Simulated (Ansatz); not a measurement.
**Compressing ZnCu$_{2}$SnS$_{4}$: a fit and a missing row**

ZnCu$_{2}$SnS$_{4}$, I-4, a = 5.374 Å, c = 10.754 Å. The structure is a COD entry; whether it is the stable form wasn't checked. Ansatz: PBEsol, PAW, 420 eV, Γ-centred 10×10×10 mesh on 8 atoms, Gaussian smearing 0.01 eV; no spin polarisation. Shape and atoms are relaxed at each volume; pressure is positive in compression.

| V (Å³/atom) | P (GPa) |
| --- | --- |
| 18.246 | 5.73 |
| 18.828 | ? |
| 19.411 | -0.01 |
| 19.993 | -2.21 |
| 20.575 | -4.05 |

Q: Take V0 = 19.411 Å³/atom, count pressures from its P0 = -0.01 GPa, fit the third-order Birch–Murnaghan form to the other rows, and predict the missing pressure.

A: With the Eulerian strain f = ½[(V0/V)^(2/3) − 1] and y = (P − P0)/[3f(1 + 2f)^(5/2)], the form is the line y = B0 + 1.5 B0 (B0′ − 4) f. Rows (f, y): 0.02106, 81.9; -0.00975, 79.0; -0.01904, 77.9. Means f = -0.002577, y = 79.600; Σ(Δf)² = 0.0008812, ΣΔfΔy = 0.08666; the slope is their ratio. y = 79.85 + 98.34 f GPa, so B0 = 79.8 GPa and B0′ = 4 + 2 × (98.34)/(3 × 79.85) = 4.82. At V = 18.828, f = 0.01027, y = 80.86 and P = 2.61 GPa. The run gave 2.61 GPa, the same to the digits shown.

Cost: 5 runs of about 34 core-minutes in all, on Intel Xeon Platinum 8488C (Sapphire Rapids) (shared hosts).